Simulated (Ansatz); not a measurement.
One crystal and one scan (energy against volume) at two levels, r2SCAN (plane waves to 500 eV, PAW, scalar-relativistic; Ansatz, a quantum-chemistry and plane-wave program) and PBE (plane waves to 420 eV, PAW, scalar-relativistic; Ansatz), each from its own relaxed cell and on its own mesh. The cell shown is that of r2SCAN.

Li2O (anti-fluorite)

```yaml
crystal:
  lattice:
    - [0.00000, 2.28637, 2.28637]
    - [2.28637, 0.00000, 2.28637]
    - [2.28637, 2.28637, 0.00000]
  atoms:
    - { symbol: O, position: [0.00000, 0.00000, 0.00000] }
    - { symbol: Li, position: [0.25000, 0.25000, 0.25000] }
    - { symbol: Li, position: [0.75000, 0.75000, 0.75000] }
```

E(V) scan at fixed shape, V₀ the volume above. Symmetry pins the atoms to their sites.

E stands for the smeared free energy. Li2O was relaxed with its symmetry unable to fall. Percentages come from the unrounded values.

Results of r2SCAN:

| Item | Value |
|---|---|
| Lattice constant a (Å) | 4.573 |
| Band gap of the relaxed cell, no spin-orbit coupling (eV) | 5.77 |
| Bulk modulus B₀ (third-order Birch-Murnaghan fit) (GPa) | 87.1 |
| Pressure derivative B₀′ (fit) | 3.9 |

### Question
What does PBE give for the same quantities?

### Answer
| quantity | PBE | r2SCAN − PBE |
|---|---|---|
| Lattice constant a (Å) | 4.626 | -0.053 (-1.2 %) |
| Band gap of the relaxed cell, no spin-orbit coupling (eV) | 4.98 | +0.79 (+16 %) |
| Bulk modulus B₀ (third-order Birch-Murnaghan fit) (GPa) | 79.5 | +7.6 (+9.6 %) |
| Pressure derivative B₀′ (fit) | 4.1 | -0.2 (-4 %) |

r2SCAN gives the higher value for: band gap of the relaxed cell, no spin-orbit coupling; bulk modulus B₀. r2SCAN gives the lower value for: lattice constant a. For the lattice constant a the reference is 4.573 Å (measured at or taken to low temperature; as given in Alok Shukla, Michael Dolg, Peter Fulde et al., The Journal of Chemical Physics (1998), arXiv:cond-mat/9803380): r2SCAN lies nearer. For the bulk modulus B₀ the reference is 89 GPa (measured at or taken to low temperature; as given in Alok Shukla, Michael Dolg, Peter Fulde et al., The Journal of Chemical Physics (1998), arXiv:cond-mat/9803380): r2SCAN lies nearer.  Neither level is exact: the differences show how much the result hangs on the functional.

(A scan under strain: stresses follow from slopes of the energy per volume, elastic moduli from its curvatures.)
